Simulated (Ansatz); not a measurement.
Each is relaxed and computed with the program Ansatz at the PBEsol level (PAW). Which is the only one with a gap?
A) YGe3, Cmcm (Y on 4c, Ge on 4c, Ge on 4c, Ge on 4c)
B) Ti3GeC2, P6_3/mmc (Ti on 4f, Ti on 2a, Ge on 2b, C on 4f)
C) VGe, P-6m2 (V on 1a, Ge on 1f)
D) Ge3N4, P6_3/m (Ge on 6h, N on 6h, N on 2c)

D, Ge3N4, P6_3/m (Ge on 6h, N on 6h, N on 2c). Ge3N4: gap 2.09 eV (direct); VGe: metal; YGe3: metal; Ti3GeC2: metal. Constructed cells (a structure type filled with these elements, in neither database checked): VGe, P-6m2 (V on 1a, Ge on 1f). Standing as an ambient phase not checked: YGe3, Cmcm (Y on 4c, Ge on 4c, Ge on 4c, Ge on 4c); Ti3GeC2, P6_3/mmc (Ti on 4f, Ti on 2a, Ge on 2b, C on 4f). Began spin-polarised and lost the moments: VGe, P-6m2 (V on 1a, Ge on 1f). All cells were relaxed under the symmetry of their starts (and spin orders); stability against distortions was not tested throughout. Rows with no word on spin ran without spin polarisation. Scalar-relativistic: spin–orbit coupling is off unless named, which matters more the heavier the elements.

Potentials: the later of the program's two PAW sets.
